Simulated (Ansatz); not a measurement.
**Structures of SrHf: which is lowest?**

Plane-wave DFT in Ansatz with scalar-relativistic PAW potentials, cutoff 420 eV, Γ-centred meshes chosen by cell and gap, Gaussian smearing with energies taken to zero width. Every cell was relaxed (cell and atoms) in a run of its own, within the symmetry of its start. Functional: PBE.

Relaxed structures (starts from databases or built by putting these elements on another compound's sites):
A. Pm-3m, 2 atoms in the computed cell, a = 3.997 Å; sites (symmetry × multiplicity) Sr m-3m × 1, Hf m-3m × 1; start: built
B. R-3m, 2 atoms in the computed cell, a = 3.404 Å, c = 18.174 Å; sites (symmetry × multiplicity) Sr -3m × 3, Hf -3m × 3; start: built

Question: Rank them by energy. Could pressure change the order?

Answer:
| structure | group | E − E(lowest) (meV/atom) | V (Å³/atom) | gap on mesh (eV) |
| --- | --- | --- | --- | --- |
| B | R-3m | 0.0 | 30.39 | 0.00 |
| A | Pm-3m | 265 | 31.92 | 0.00 |

B is lowest, 265 meV/atom under A. The lowest is also the densest of these, so pressure wouldn't bring one of the others in at first order. Other structures may lie lower than all of these, and vibrations aren't counted.

Spin-orbit coupling is left out, which matters for the bands of heavy elements.